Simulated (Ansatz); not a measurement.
**ZnS with Fe replacing Zn — 57Fe Mössbauer parameters**

Cell: a supercell of ZnS (space group P6_3mc) built from a COD entry (the entry's cell lengths or inner coordinates differ somewhat from later room-temperature determinations), with all atoms left at the host's positions.

```cif
data_Zn23FeS24
_symmetry_space_group_name_H-M 'P3m1'
_symmetry_Int_Tables_number 156
_cell_length_a 7.6240
_cell_length_b 7.6240
_cell_length_c 18.6900
_cell_angle_alpha 90.000
_cell_angle_beta 90.000
_cell_angle_gamma 120.000
loop_
_atom_site_label
_atom_site_type_symbol
_atom_site_symmetry_multiplicity
_atom_site_Wyckoff_symbol
_atom_site_fract_x
_atom_site_fract_y
_atom_site_fract_z
Zn1 Zn 3 d 0.6667 0.8333 0.0000
Zn2 Zn 1 c 0.6667 0.3333 0.0000
Zn5 Zn 3 d 0.6667 0.8333 0.5000
Zn6 Zn 1 c 0.6667 0.3333 0.5000
Zn9 Zn 3 d 0.8333 0.1667 0.1667
Zn12 Zn 1 b 0.3333 0.6667 0.1667
Zn13 Zn 1 a 0.0000 0.0000 0.6667
Zn14 Zn 3 d 0.0000 0.5000 0.6667
Fe Fe 1 a 0.0000 0.0000 0.3333
Zn18 Zn 3 d 0.0000 0.5000 0.3333
Zn21 Zn 3 d 0.8333 0.1667 0.8333
Zn24 Zn 1 b 0.3333 0.6667 0.8333
S25 S 3 d 0.6667 0.8333 0.1250
S26 S 1 c 0.6667 0.3333 0.1250
S29 S 3 d 0.6667 0.8333 0.6250
S30 S 1 c 0.6667 0.3333 0.6250
S33 S 3 d 0.8333 0.1667 0.2917
S36 S 1 b 0.3333 0.6667 0.2917
S37 S 1 a 0.0000 0.0000 0.7917
S38 S 3 d 0.0000 0.5000 0.7917
S41 S 1 a 0.0000 0.0000 0.4583
S42 S 3 d 0.0000 0.5000 0.4583
S45 S 3 d 0.8333 0.1667 0.9583
S48 S 1 b 0.3333 0.6667 0.9583
```

One atom of each set is listed.

The numbers come from a DFT calculation in Ansatz (PBE, plane waves and PAW, scalar-relativistic, collinear spin, 420 eV cutoff, Γ-centred 3×3×1 k-points, Fermi–Dirac smearing 0.01 eV, cell charge +1). Start moments as typed (μB): 5 on each Fe, none on the rest. The program fits them to the shells of the files, so those used differ somewhat.

Isomer shifts (against α-Fe) follow from the electron density at the nucleus, δ = α(ρ − ρ₀), with α = -0.366 mm s⁻¹ a₀³ and ρ₀ = 14904.00 a₀⁻³ from a line fitted to 10 measured compounds at this level of theory (rms miss 0.11 mm/s). ΔE_Q = ½eQV_zz(1 + η²/3)^½ with Q = 0.160 b for the 14.4 keV state. B_c is the Fermi-contact field along the atom's own moment; orbital and dipolar fields are not included.

(1) What would the 57Fe spectrum's parameters be?

## Answers

(1) 

```tsv
site	atoms	first shell	ρ − ρ₀ (a₀⁻³)	δ (mm/s)	ΔE_Q (mm/s)	η	|m| (μB)	B_c (T)
Fe	1	4 S at 2.33–2.34 Å	-0.99	0.36	-0.12	0.00	3.45	-18.8
```



The defect repeats with the cell of 48 atoms, so it feels its images: sites between two images don't show the values beside a lone defect, and zeros or small values of η there can come from the images' arrangement. A uniform background compensates the cell's charge. The defect cell has no gap above 0.1 eV on its mesh, so the values can hang on the smearing and the k-mesh. The program didn't check the stability of this electronic state in full, so a lower one may lie near. With these PAW files V_zz is typically within 2 to 3 % of all-electron values, but misses above 10 % occur on Fe. The neighbours have not yet relaxed around the defect (largest force 0.71 eV/Å), so a real crystal will differ. Semilocal functionals underestimate the core's spin polarisation, so contact fields of ionic iron come out too small in magnitude. On Fe B_c is a small difference of large parts, and can be wrong severalfold and even in sign.

The run took 2.9 min of wall time (11 min of CPU time) and 5 GiB at its peak, on 4 threads of Arm Neoverse V1 (aarch64; 8 cores open to the job, memory cap 10.0 GiB, no GPU), a shared host with a load of 0.3 a core.
